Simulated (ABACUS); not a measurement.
Input and output of a self-consistent single point for a model cell of Os (Fd-3m, 2 atoms in the cell; prototype structure) (ABACUS).

Computed with PBE, numerical atomic orbitals DZP (confined pseudo-atomic orbitals with Gaussian additions; energy shift 0.003 Ry), PseudoDojo 0.5 standard norm-conserving PBE (tails mended) pseudopotentials (ABACUS).

The change in words: volume scaled by 0.96. Reference geometry (Fd-3m):
```yaml
crystal:
  lattice:
    - [0.00000, 2.74810, 2.74810]
    - [2.74810, 0.00000, 2.74810]
    - [2.74810, 2.74810, 0.00000]
  atoms:
    - { symbol: Os, position: [0.75000, 0.75000, 0.75000] }
    - { symbol: Os, position: [0.50000, 0.50000, 0.50000] }
```

Reference input (self-consistent single point, DFT, PBE, numerical atomic orbitals DZP (confined pseudo-atomic orbitals with Gaussian additions; energy shift 0.003 Ry), PseudoDojo 0.5 standard norm-conserving PBE (tails mended) pseudopotentials): basis = DZP numerical atomic orbitals, energy shift 0.003 Ry; KPT = Gamma 10 10 10 0 0 0; basis_type = lcao; ecutwfc = 100 Ry; smearing_method = mp; smearing_sigma = 0.0199916 Ry; potentials = PseudoDojo 0.5 standard norm-conserving PBE (tails mended); symmetry = 1; ks_solver = scalapack_gvx; scf_nmax = 100; scf_thr = 1.0e-07; mixing_type = broyden. This run's input differs from it in these lines:

```diff
@@ -30,5 +30,5 @@
 LATTICE_VECTORS
-   0.0000000000    2.7481030000    2.7481030000
-   2.7481030000    0.0000000000    2.7481030000
-   2.7481030000    2.7481030000    0.0000000000
+   0.0000000000    2.7109620000    2.7109620000
+   2.7109620000    0.0000000000    2.7109620000
+   2.7109620000    2.7109620000    0.0000000000
```

The program printed (abridged):

```
 SELF-CONSISTENT
 -------------------------------------------

                  longest orb rcut (Bohr) = 8
   longest nonlocal projector rcut (Bohr) = 2.3
                     search radius (Bohr) = 20.6

                          real space grid = [ 48, 48, 48 ]
                                 init_chg = atomic

 LCAO ALGORITHM --------------- ION=   1  ELEC=   1--------------------------------

 Density error is 0.0354171539064
 E_KohnSham     -404.5267336107      -5503.8685704339
 E_Fermi        1.2358235283         16.8142417068

 LCAO ALGORITHM --------------- ION=   1  ELEC=   2--------------------------------

   [... lines left out ...]

   [... 5 blocks of this kind left out ...]

 LCAO ALGORITHM --------------- ION=   1  ELEC=   8--------------------------------

 Density error is 1.75059942527e-07
 E_KohnSham     -404.5248289851      -5503.8426566724
 E_Fermi        1.2464884808         16.9593458303

 LCAO ALGORITHM --------------- ION=   1  ELEC=   9--------------------------------

 Density error is 7.07960284193e-08
 E_KohnSham     -404.5248289849      -5503.8426566704
 E_KS(sigma->0) -404.5249303407      -5503.8440356870
 E_entropy(-TS) 0.0003040674         0.0041370499
 E_Fermi        1.2464881767         16.9593416924
 charge density convergence is achieved
 final etot is -5503.8426567 eV
 EFERMI = 16.959341692 eV

 STATE ENERGY(eV) AND OCCUPATIONS    NSPIN == 1
   [... 23 lines left out ...]

 TOTAL-FORCE (eV/Angstrom)
                       Os1         0.0000000000         0.0000000000         0.0000000000
                       Os2         0.0000000000         0.0000000000         0.0000000000

 TOTAL-STRESS (KBAR)
       188.2867418139         0.0000000000         0.0000000000
        -0.0000000000       188.2867418139         0.0000000000
        -0.0000000000        -0.0000000000       188.2867418139
 TOTAL-PRESSURE: 188.286742 KBAR

 --------------------------------------------
 !FINAL_ETOT_IS -5503.8426566703892604 eV
 --------------------------------------------
```

The run converged in 9 iterations. Against the reference run the free energy rises by 68.7 meV/atom and the pressure goes from 8.06 to 18.83 GPa.

The cell was set up from a structure prototype or typed lattice constants and was not relaxed beforehand at this level. The atom-centred basis is finite, which shifts total energies and pressures against plane waves.

Cost on one core: roughly 24 core-seconds.

The atomic orbitals were generated for these runs; they are not ABACUS's published sets and were checked against plane waves on a few crystals only.

“Tails mended”: in these copies of the files the far tail of each local potential was reset to the Coulomb form.
